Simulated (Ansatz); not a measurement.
Trial structure of BaOs2, not yet relaxed:

```cif
data_structure
_symmetry_space_group_name_H-M 'P6/mmm'
_symmetry_Int_Tables_number 191
_cell_length_a 3.6298
_cell_length_b 3.6298
_cell_length_c 5.7126
_cell_angle_alpha 90.000
_cell_angle_beta 90.000
_cell_angle_gamma 120.000
_cell_volume 65.18
loop_
_atom_site_label
_atom_site_type_symbol
_atom_site_symmetry_multiplicity
_atom_site_Wyckoff_symbol
_atom_site_fract_x
_atom_site_fract_y
_atom_site_fract_z
_atom_site_occupancy
Ba1 Ba 1 b 0.00000 0.00000 0.50000 1
Os1 Os 2 e 0.00000 0.00000 0.13843 1
```

Computed with DFT PBE, scalar-relativistic, plane waves, PAW in Ansatz 0.2.0. Cutoff 420 eV; k points 6×6×4 on the computed 3-atom cell (Γ-centred); Gaussian smearing, width 0.10 eV; no spin polarisation.

The zero of energy is the elements' standard structures at the same level; no fitted shifts are applied.

Task: Estimate its pressure, forces and energy as it stands.

Result: The pressure is 190.1 GPa (the mean over three directions, positive in compression), the largest force is 79.73 eV/Å, and the energy is +11.70 eV/atom against the elements. The shortest distance is 1.58 Å, so close that the PAW spheres overlap strongly and these values are rough.

Task: How much does it gain on relaxing, and where does it end?

Result: Relaxing gains about 10.1 eV/atom (the start's value is from the coarse mesh, so the gain is rough) in 26 ionic steps and ends at +1.63 eV/atom on the finer mesh. The symmetry stays P6/mmm (No. 191). The volume per atom shrinks by 5.5 %, from 21.7 to 20.5 Å³. The shortest distance goes from 1.58 Å (Os–Os) to 2.32 Å (Os–Os). The ratio c/a of the conventional cell changes by a factor of 1.80. Conventional cell: a = 2.926 Å, c = 8.308 Å. Ba is surrounded by 6 Ba at 2.93 Å and 2 Os at 2.99 Å; Os has 1 Os at 2.32 Å, 6 Os at 2.93 Å and 1 Ba at 2.99 Å.

The last run used an 18×18×6 mesh (in the run's order of axes) for its 3-atom cell and Gaussian smearing of 0.10 eV. Spin–orbit coupling, which can matter for Os, is left out. The cell is a metal run without spin; a magnetic state may lie lower. The relaxation can't lower the symmetry of the start. Symmetry constrained the relaxation, so the result can be a saddle point.
